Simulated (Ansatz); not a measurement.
**SiNi: Electric field gradients**

The cell is a refined structure from the COD whose atoms were relaxed with PBE, the cell held.

Space group Pnma (No. 62); a = 5.1731, b = 3.3381, c = 5.6049 Å.

| site | Wyckoff | site symmetry | x | y | z |
| --- | --- | --- | --- | --- | --- |
| Si | 4c | .m. | 0.3213 | 0.7500 | 0.0826 |
| Ni | 4c | .m. | 0.0080 | 0.2500 | 0.1876 |

One atom of each set is listed.

The numbers come from a DFT calculation in Ansatz (r2SCAN, plane waves and PAW, scalar-relativistic, collinear spin, 500 eV cutoff, Γ-centred 9×14×9 k-points, Fermi–Dirac smearing 0.05 eV). Start moments as typed (μB): 1.5 on each Ni, none on the rest.

Conventions: |V_zz| ≥ |V_yy| ≥ |V_xx|, η = (V_xx − V_yy)/V_zz, C_Q = eQV_zz/h. ν_Q = 3|C_Q|/[2I(2I − 1)].

61Ni: I = 3/2, Q = 162.0 mb. Q values from Pyykkö, Mol. Phys. 116, 1328 (2018).

```
site  atoms                               first shell  C_Q (MHz)     η  ν_Q (MHz)
  Ni      4  6 Si at 2.28–2.40 Å, 4 Ni at 2.68–2.69 Å      -3.96  0.46       1.98
```

Si has no stable isotope with a ground-state quadrupole moment in the table, so these sites are left out.

The program didn't check the stability of this electronic state in full, so a lower one may lie near. With no gap above 0.1 eV, as in a metal, the gradients converge slowly in k; expect changes of a tenth or more on a denser mesh. With these PAW files V_zz is typically within 2 to 3 % of all-electron values, but misses above 10 % occur on Ni. The start moments die out, and the run ends without spin.
